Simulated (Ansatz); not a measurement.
A crystal relaxed with r2SCAN in Ansatz has space group Cm (No. 8) and a = 13.587 Å, b = 4.092 Å, c = 7.103 Å, β = 99.9°.

| atom | site | x | y | z |
| --- | --- | --- | --- | --- |
| Ga | 2a | 0.4998 | 0.5000 | 0.0009 |
| Xx | 2a | 0.0001 | 0.5000 | 0.5002 |
| Xx | 2a | 0.2477 | 0.5000 | 0.2439 |
| Xx | 2a | 0.2528 | 0.0000 | 0.7563 |
| P | 2a | 0.4439 | 0.0000 | 0.8302 |
| P | 2a | 0.4386 | 0.5000 | 0.2966 |
| P | 2a | 0.1766 | 0.0000 | 0.0584 |
| P | 2a | 0.1903 | 0.5000 | 0.5635 |

r2SCAN gives a direct gap of 1.09 eV at Γ. The HSE06 gap is direct at Γ: 1.48 eV. Meshes: r2SCAN 6×6×4, HSE06 4×4×2.

**Question.** Which element is Xx?
A. B
B. In
C. Al
D. Tl

**Answer.** B. Xx is In: In3GaP4, ordered on the zincblende lattice (Cm) with 8 atoms a cell. Around Ga lie 4 P at 2.37–2.43 Å; around In lie 4 P at 2.55–2.59 Å; around In lie 4 P at 2.52–2.56 Å; around In lie 4 P at 2.53–2.56 Å; around P lie 2 Ga at 2.43 Å and 2 In at 2.56–2.59 Å; around P lie 1 Ga at 2.39 Å and 3 In at 2.56 Å; around P lie 1 Ga at 2.37 Å and 3 In at 2.53–2.54 Å; around P lie 4 In at 2.52–2.55 Å.

Spin-unpolarised throughout. Whether this structure exists isn't addressed.

No spin-orbit coupling is included; it can move band edges with weight on the heavy atoms by tenths of an eV.

The meshes of the hybrids are coarse, so their gaps aren't converged to the digits shown.
